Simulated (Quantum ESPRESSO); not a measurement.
# Kohn-Sham bands of Rb2Te (anti-fluorite)

```
CELL_PARAMETERS angstrom
      0.00000     4.28111     4.28111
      4.28111     0.00000     4.28111
      4.28111     4.28111     0.00000
ATOMIC_POSITIONS crystal
  Rb 0.25000 0.25000 0.25000
  Rb 0.75000 0.75000 0.75000
  Te 0.00000 0.00000 0.00000
```

Materials Project entry mp-441; symmetrised, unrelaxed at this level. Not found in the COD (Crystallography Open Database) copy used; not checked further. Method: PBEsol plane waves in Quantum ESPRESSO 7.5 (PseudoDojo norm-conserving files, 66 Ry, no spin polarisation, no spin-orbit coupling), Bloch states on a 6×6×6 mesh through Γ, Wannier90 4.0.1. Density: 6×6×6 mesh, cold smearing 0.01 Ry. Spin-orbit coupling is left out although heavy elements are present.

Question: List the Kohn-Sham levels between −8 and 4.8 eV relative to the valence-band maximum at the high-symmetry points, as a band run of pw.x on that density gives them (levels within 2 meV counted together).

Answer: 
```
point  k (reciprocal lattice)                               levels (eV)
-----  ----------------------  ----------------------------------------
Γ           0.000 0.000 0.000               -0.20 (×3), 1.83, 4.35 (×2)
X           0.500 0.000 0.500              -0.76, 0.00 (×2), 2.96, 3.91
U           0.625 0.250 0.625           -0.57, -0.21, -0.02, 3.15, 4.16
K           0.375 0.375 0.750           -0.57, -0.21, -0.02, 3.15, 4.16
L           0.500 0.500 0.500  -0.59, -0.08 (×2), 3.71, 4.08, 4.66 (×2)
W           0.500 0.250 0.750        -0.40 (×2), -0.01, 3.13, 4.52 (×2)
```
